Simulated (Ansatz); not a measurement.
An Ansatz (a quantum-chemistry and plane-wave program) run. Input:

Ansatz 0.2 input:
```yaml
crystal:
  lattice:
    - [4.31840259, 0.0, 0.0]
    - [-2.159201295, 3.7398463467, 0.0]
    - [0.0, 0.0, 5.2558380096]
  atoms:
    - { symbol: Ba, position: [0.0, 0.0, 0.0013618169] }
    - { symbol: Al, position: [0.6666666667, 0.3333333333, 0.4633705782] }
    - { symbol: Si, position: [0.3333333333, 0.6666666667, 0.5431705214] }
    - { symbol: H, position: [0.6666666667, 0.3333333333, 0.1350070835] }
kpoints:
  mp_grid: { grid: [7, 7, 5] }
hamiltonian:
  xc: r2scan
  pseudopotentials: { kind: paw }
scf:
  occupations: { method: fixed }
output:
  optics: { e_range: [0.0, 15.0], de: 0.05, sigma: 0.1, bands: { spectra_wanted_up_to: 12 eV } }
```

Output (shortened):

```
output.optics: the spectra are integrated over the Brillouin zone by k·p interpolation around the k-points, where levels, occupations, output.optics.sigma and …
Pseudopotential: Ba, paw, valence charge 10
Pseudopotential: Al, paw, valence charge 3
Pseudopotential: Si, paw, valence charge 4
Pseudopotential: H, paw, valence charge 1
Functional definition: r2SCAN
Crystal: 4 atoms, lattice volume = 84.883 Å³
Basis set: ecut = 500 eV, 2173 PW (Γ), exchange–correlation on 128×128×160 points (64 copies of the dense FFT grid, shifted against one another)
Bands: 13, of which v1, the nominal top of the filled ones, is band 9 counted from 1 (8 counted from 0)
Symmetry: 6 space group operations
Space group: P3m1 (ITA 156), of the structure as read, at distance tolerance 4.4e-5 Å
k-points: 32 of 245 (time reversal used)
SCF iter   1: F=—  HF=-7161.992434 eV  |F-HF|=—  |Δ(HF+E_count)|=         —  Δρ=3.97e-3  dr2=1.62e-2  dr2_τ=1.38e-2  ethr=1.77e-3  ⟨swp⟩=4.9  Hψ=2363  notcnv=0  defer=60
preconditioner: auto → Resta (q_TF=auto, 2.107 Å⁻¹)
SCF iter   2: F=—  HF=-7162.060345 eV  |F-HF|=—  |Δ(HF+E_count)|=   6.79e-2  Δρ=2.47e-3  dr2=6.21e-3  dr2_τ=1.57e-4  ethr=8.99e-5  ⟨swp⟩=3.0  Hψ=1062  notcnv=0  defer=61
SCF iter   3: F=—  HF=-7162.060005 eV  |F-HF|=—  |Δ(HF+E_count)|=   3.40e-4  Δρ=4.65e-4  dr2=2.48e-4  dr2_τ=1.58e-5  ethr=3.45e-5  ⟨swp⟩=3.0  Hψ=792  notcnv=0  defer=62
SCF iter   4: F=—  HF=-7162.060055 eV  |F-HF|=—  |Δ(HF+E_count)|=   4.92e-5  Δρ=1.59e-4  dr2=2.44e-5  dr2_τ=5.12e-7  ethr=1.38e-6  ⟨swp⟩=2.0  Hψ=638  notcnv=0  defer=62
SCF iter   5: F=—  HF=-7162.060066 eV  |F-HF|=—  |Δ(HF+E_count)|=   1.13e-5  Δρ=3.43e-5  dr2=1.37e-6  dr2_τ=1.32e-8  ethr=1.36e-7  ⟨swp⟩=2.3  Hψ=627  notcnv=0  defer=16
SCF iter   6: F=—  HF=-7162.060067 eV  |F-HF|=—  |Δ(HF+E_count)|=   9.07e-7  Δρ=7.20e-6  dr2=6.73e-8  dr2_τ=1.06e-9  ethr=7.63e-9  ⟨swp⟩=2.6  Hψ=681  notcnv=0  defer=1
SCF iter   7: F=—  HF=-7162.060067 eV  |F-HF|=—  |Δ(HF+E_count)|=   3.56e-8  Δρ=1.03e-6  dr2=1.57e-9  dr2_τ=4.51e-11  ethr=3.74e-10  ⟨swp⟩=2.0  Hψ=586  notcnv=0  defer=1
SCF iter   8: F=—  HF=-7162.060067 eV  |F-HF|=—  |Δ(HF+E_count)|=  6.97e-10  Δρ=2.30e-7  dr2=7.38e-11  dr2_τ=2.10e-12  ethr=8.72e-12  ⟨swp⟩=2.0  Hψ=670  notcnv=0  defer=1
SCF iter   9: F=-7162.060067 eV  HF=-7162.060067 eV  |F-HF|=1.82e-12  |Δ(HF+E_count)|=  1.55e-11  Δρ=4.35e-8  dr2=2.47e-12  dr2_τ=7.02e-14  ethr=1.00e-12  ⟨swp⟩=5.7  Hψ=2263  notcnv=0
SCF 1 converged in 9 iterations: F = -7162.060067 eV  dr2 = 2.47e-12
NSCF: frozen V_eff on 32 k-points
Optics k sum: 0 of 32 k-points
Optics k sum: 2 of 32 k-points
Optics k sum: 4 of 32 k-points
Optics k sum: 5 of 32 k-points
Optics k sum: 7 of 32 k-points
Optics k sum: 8 of 32 k-points
Optics k sum: 10 of 32 k-points
Optics k sum: 12 of 32 k-points
Optics k sum: 13 of 32 k-points
Optics k sum: 15 of 32 k-points
Optics k sum: 16 of 32 k-points
Optics k sum: 18 of 32 k-points
Optics k sum: 20 of 32 k-points
Optics k sum: 21 of 32 k-points
Optics k sum: 23 of 32 k-points
Optics k sum: 24 of 32 k-points
Optics k sum: 26 of 32 k-points
Optics k sum: 28 of 32 k-points
Optics k sum: 29 of 32 k-points
Optics k sum: 31 of 32 k-points
Optics k sum: 32 of 32 k-points
Optics k sum: 0 of 32 k-points
Optics k sum: 2 of 32 k-points
Optics k sum: 4 of 32 k-points
Optics k sum: 5 of 32 k-points
Optics k sum: 7 of 32 k-points
Optics k sum: 8 of 32 k-points
Optics k sum: 10 of 32 k-points
Optics k sum: 12 of 32 k-points
Optics k sum: 13 of 32 k-points
Optics k sum: 15 of 32 k-points
Optics k sum: 16 of 32 k-points
Optics k sum: 18 of 32 k-points
Optics k sum: 20 of 32 k-points
Optics k sum: 21 of 32 k-points
Optics k sum: 23 of 32 k-points
Optics k sum: 24 of 32 k-points
Optics k sum: 26 of 32 k-points
Optics k sum: 28 of 32 k-points
Optics k sum: 29 of 32 k-points
Optics k sum: 31 of 32 k-points
Optics k sum: 32 of 32 k-points
NSCF: frozen V_eff on 32 k-points
Optics k sum: 0 of 32 k-points
Optics k sum: 2 of 32 k-points
Optics k sum: 4 of 32 k-points
Optics k sum: 5 of 32 k-points
Optics k sum: 7 of 32 k-points
Optics k sum: 8 of 32 k-points
Optics k sum: 10 of 32 k-points
Optics k sum: 12 of 32 k-points
Optics k sum: 13 of 32 k-points
Optics k sum: 15 of 32 k-points
Optics k sum: 16 of 32 k-points
Optics k sum: 18 of 32 k-points
Optics k sum: 20 of 32 k-points
Optics k sum: 21 of 32 k-points
Optics k sum: 23 of 32 k-points
Optics k sum: 24 of 32 k-points
Optics k sum: 26 of 32 k-points
Optics k sum: 28 of 32 k-points
Optics k sum: 29 of 32 k-points
Optics k sum: 31 of 32 k-points
Optics k sum: 32 of 32 k-points
Optics k sum: 0 of 32 k-points
Optics k sum: 2 of 32 k-points
Optics k sum: 4 of 32 k-points
Optics k sum: 5 of 32 k-points
Optics k sum: 7 of 32 k-points
Optics k sum: 8 of 32 k-points
Optics k sum: 10 of 32 k-points
Optics k sum: 12 of 32 k-points
Optics k sum: 13 of 32 k-points
Optics k sum: 15 of 32 k-points
Optics k sum: 16 of 32 k-points
Optics k sum: 18 of 32 k-points
Optics k sum: 20 of 32 k-points
Optics k sum: 21 of 32 k-points
Optics k sum: 23 of 32 k-points
Optics k sum: 24 of 32 k-points
Optics k sum: 26 of 32 k-points
Optics k sum: 28 of 32 k-points
Optics k sum: 29 of 32 k-points
Optics k sum: 31 of 32 k-points
Optics k sum: 32 of 32 k-points
NSCF: frozen V_eff on 1 k-points
NSCF: frozen V_eff on 1 k-points
NSCF: frozen V_eff on 1 k-points
NSCF: frozen V_eff on 1 k-points
NSCF: frozen V_eff on 1 k-points
output.optics: what the bands over the 33 summed would add to eps1, eps2 and the energy-loss function is held between a lower and an upper bound (11 Lanczos …
SCF converged after 9 iterations
Free energy (F): -7162.060067 eV
Harris-Foulkes:  -7162.060067 eV  (|F-HF|=1.82e-12)
Internal energy: -7162.060067 eV  (E = F + TS)
E sigma→0 (E₀):  -7162.060067 eV
Fermi energy:    6.704490 eV
--- Per-component energies (eV) ---
  E_band       = -47.152059
  E_kinetic    = 245.577488
  E_local      = -319.309679  (includes V_loc(G=0)·N_el)
  E_nonlocal   = 91.917791
  E_hartree    = 103.366626
  E_xc         = -254.617635
  E_vxc        = -240.715682  (∫ρ·V_xc dr)
  E_paw        = -6244.810177  (= ΣΔE_a)
  E_vpaw       = -41.923511  (= ΣTr[D̂ρ^β])
  E_aug_tail   = -0.000439  (compensation charges beyond the density's cutoff)
  E_vtau       = 10.568712  (kinetic-family band-sum trace: ∫τ·v_τ [+ j·A + Jᵃ·Aᵃ] dr)
  E_ewald      = -784.117918
  E_core_change = -0.066125  (= ΣΔE_core)
  E_smearing   =  0.000000  (= −TS)
  E_closure    = 0.000000  (closes the sum)
  Σ components = -7162.060067   (vs F -7162.060067, Δ=0.00e0)
  [band-id]    e_kinetic+e_local+e_nonlocal+2·e_hartree+e_vxc+e_vpaw+e_augmentation_tail+e_vtau = -47.152067   (vs E_band -47.152059, Δ=-8.36e-6)
--- Band table (eV; the first three rows and the last of 32) ---
  k-point 0: bands = ["-21.3224", "-6.3096", "-5.9378", "-5.9378", "-2.2453", "2.5142", "6.1245", "6.4231", "6.4231", "8.5371", "10.2343", "10.2343", "11.3638"]
  k-point 1: bands = ["-21.3214", "-6.3987", "-5.9352", "-5.9352", "-1.9801", "2.1874", "6.3318", "6.5152", "6.5152", "8.7242", "9.6096", "9.6096", "10.6913"]
  k-point 2: bands = ["-21.3197", "-6.5303", "-5.9310", "-5.9310", "-1.4927", "1.6151", "6.6893", "6.6893", "6.7045", "9.0722", "9.0722", "9.0915", "9.9294"]
  k-point 31: bands = ["-21.2633", "-6.4917", "-6.2672", "-6.2318", "-0.2891", "1.0246", "3.7214", "4.5383", "6.3426", "10.4059", "10.6691", "11.2018", "11.5645"]
```

Cost: roughly 3 core-minutes on shared cores.

The first step of the workflow began from a Materials Project structure, measured or hypothetical; the Crystallography Open Database copy checked does not list it. Whether it is the stable phase at ambient conditions was not checked. The cell was relaxed with r²SCAN under the symmetry of its start; whether a distortion lowers the energy is not shown. Spin–orbit coupling is left out wherever it is not named.

Potentials: the later of the program's two PAW sets.

Ansatz is a plane-wave DFT program.
